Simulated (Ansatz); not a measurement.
## Kick test of a cell of RbSr

It was reached by relaxing an invented guess, and it needn't be the stable form of this composition.

Method: DFT PBE, scalar-relativistic, plane waves, PAW in Ansatz. Plane waves to 420 eV, a k mesh through Γ of 12×12×12 on the computed 2-atom cell and Gaussian smearing (0.10 eV); no spin polarisation.

The cell below (2 atoms, space group Fm-3m (No. 225)) is relaxed within its symmetry.

```xyz
2
Lattice="0.0000 4.3090 4.3090 4.3090 0.0000 4.3090 4.3090 4.3090 0.0000" Properties=species:S:1:pos:R:3 pbc="T T T"
Rb    0.0000    0.0000    0.0000
Sr    4.3090    4.3090    4.3090
```

For the test a repeat of it with 8 atoms (edges 6.09, 10.55, 10.55 Å) was strained at random (σ = 1.5 % a component), the atoms were moved at random (σ = 0.15 Å), and all was relaxed again on a coarse 4×2×2 mesh (in the run’s order of axes) with 0.20 eV smearing, with no symmetry imposed.

The cell is a metal run without spin; a magnetic state may lie lower.

**Question.** Does it come back?

**Answer.** It doesn't return. The energy falls by 336 meV/atom on that mesh, the volume changes by -13.6 %, and the end has space group Pmmn (No. 59) at a loose tolerance. Relaxed again on a 10×8×6 mesh with 0.10 eV smearing, the new structure lies 325 meV/atom below the first (mesh in the axes of the run's cell; the cell below is made exact in the group named). Space group Pmmn (No. 59), orthorhombic, a = 4.440 Å, b = 6.522 Å, c = 9.626 Å. Rb is surrounded by 1 Sr at 4.44 Å, 2 Rb at 4.44 Å, 4 Sr at 4.71 Å, 4 Rb at 4.73 Å and 1 Sr at 5.19 Å; Sr is surrounded by 6 Sr at 4.36–4.44 Å, 1 Rb at 4.44 Å, 4 Rb at 4.71 Å and 1 Rb at 5.19 Å.

```
Rb Sr
1.0
     4.44038    0.00000    0.00000
     0.00000    6.52159    0.00000
     0.00000    0.00000    9.62609
Rb Sr
2 2
Cartesian
  0.0000 0.0000 6.1154
  2.2202 3.2608 3.5107
  0.0000 0.0000 0.9290
  2.2202 3.2608 8.6970
```
